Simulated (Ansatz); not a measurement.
Consider the following.

HfRh3 in space group I4/mmm (No. 139; Rh on 2b, Rh on 4d, Hf on 2a), a = b = 3.956 Å, c = 7.748 Å, α = β = γ = 90.00°; the cell used has 4 atoms.

This is the r²SCAN-relaxed structure.

All from DFT-r²SCAN in the program Ansatz with PAW potentials, unless another level is named. Estimate the density of states at the Fermi level.

1.0 states/eV per atom (mean over ±0.08 eV).

Give the formation energy from the elements (no fitted shifts).

-0.63 eV/atom.

The cell is a constructed one: a structure type filled with these elements; neither database checked (COD, Materials Project) lists it. COD files the formula under space group No. 221. Whether it is the stable phase at ambient conditions was not checked. The r²SCAN relaxation kept the symmetry of its start; whether a distortion lowers the energy is not shown. The run is not spin-polarised. Axis ratios of metals converge slowly with the k-mesh, so a and c are less sure than the volume. The references are the lowest solids computed at this level, not always the standard phases. Scalar-relativistic: spin–orbit coupling is off unless named, which matters more the heavier the elements.

Potentials: the earlier of the program's two PAW sets.
